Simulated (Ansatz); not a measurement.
# Lu2AlSi2 with basis.ecutwfc, scf.max_iter changed

Computed with the plane-wave PAW code Ansatz (scalar-relativistic, PAW set soft_2): PBEsol, no spin polarisation, 420 eV cutoff, k-mesh 3×3×3. These are the settings of the reference run.

Cell:

```
cell
1.0
     3.9790   -5.5919    0.0000
     3.9790    5.5919    0.0000
     0.0000    0.0000    8.3221
Lu Al Si
8 4 8
Direct
  0.2500 0.2500 0.2896
  0.7500 0.2500 0.7896
  0.7500 0.7500 0.2896
  0.2500 0.7500 0.7896
  0.7500 0.2500 0.2104
  0.2500 0.2500 0.7104
  0.2500 0.7500 0.2104
  0.7500 0.7500 0.7104
  0.0000 0.0000 0.0000
  0.5000 0.0000 0.5000
  0.5000 0.5000 0.0000
  0.0000 0.5000 0.5000
  0.8942 0.1058 0.5000
  0.3942 0.1058 0.0000
  0.3942 0.6058 0.5000
  0.8942 0.6058 0.0000
  0.1058 0.3942 0.0000
  0.6058 0.3942 0.5000
  0.6058 0.8942 0.0000
  0.1058 0.8942 0.5000
```

The reference run of this cell is solved again as a single point with these keys changed:

| key | reference run | changed run |
| --- | --- | --- |
| basis.ecutwfc | 420 | 30 meV |
| scf.max_iter | not typed | 80 |

**Question.** Does this change matter?

**Answer.** It is refused before the calculation starts. Message: Error: inconsistent input (basis.ecutwfc, kpoints): the smallest per-k basis holds n_pw = 0 plane waves (k-point 1, counted from 0 among those solved) but the deck needs at least 123 band(s) per channel, and no run solves more bands than the smallest per-k basis has plane waves; raise basis.ecutwfc until the smallest per-k basis, which caps the automatic band count, holds at least 123 plane waves
